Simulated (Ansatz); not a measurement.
SiGe in space group P-6m2 (No. 187; Ge on 1a, Si on 1f) under volume change, r²SCAN in the plane-wave PAW code Ansatz, shape and atoms relaxed at each volume.

```csv
V (Å³/atom),E − E(relaxed) (meV/atom),P (GPa)
16.446,41.6,8.99
16.988,…,…
17.530,4.2,2.54
18.073,0.0,0.00
18.615,3.8,-2.16
19.157,…,…
19.699,29.1,-5.23
```

### Question
Some entries are withheld; supply them.

### Answer

- 19.157, E − E(relaxed) (meV/atom): 14.4
- 19.157, P (GPa): -3.77
- 16.988, E − E(relaxed) (meV/atom): 17.4
- 16.988, P (GPa): 5.39

### Question
What does a third-order Birch–Murnaghan fit give for V₀, B₀ and B′?

### Answer
V₀ = 18.07 Å³/atom, B₀ = 75.3 GPa, B′ = 5.0.

A made-up cell: these elements were put on the sites of a structure type; neither database checked (COD, Materials Project) lists it. Whether it is the stable phase at ambient conditions was not checked. The r²SCAN relaxation kept the symmetry of its start; its stability against distortions is not shown here.

Potentials: the later of the program's two PAW sets.
